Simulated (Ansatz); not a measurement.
ZrTi$_{2}$Ga$_{4}$ in space group I4/mmm (No. 139; Zr on 2a, Ti on 4d, Ga on 8h), the program Ansatz at the r²SCAN level (PAW), all energies at zero smearing, with the estimated change up to a 700 eV cutoff added, with one set of potentials and settings (totals compare only within such a set). Cell of 7 atoms (1 Zr, 2 Ti, 4 Ga): -24369.030 eV.

```csv
element,reference phase,E (eV/atom)
Zr,"P6_3/mmc, 2 atoms in the cell",-4195.0547
Ti,"P6/mmm, 3 atoms in the cell",-2504.3941
Ga,"Cmce, 4 atoms in the cell",-3790.2722
```

Formation energy per atom, worked out: (-24369.030 − 1×(-4195.0547) − 2×(-2504.3941) − 4×(-3790.2722))/7 = -0.585 eV/atom (-56 kJ per mol of atoms), at 0 K, without zero-point energy or fitted corrections.

The workflow started from a Materials Project entry (that database holds measured and hypothetical structures alike); the Crystallography Open Database copy checked does not list it. Whether it is the stable phase at ambient conditions was not checked. The r²SCAN relaxation kept the symmetry of its start; whether a distortion lowers the energy is not shown. No spin polarisation was allowed. The references are the lowest solids computed at this level, not always the standard phases.

Potentials: the earlier of the program's two PAW sets.
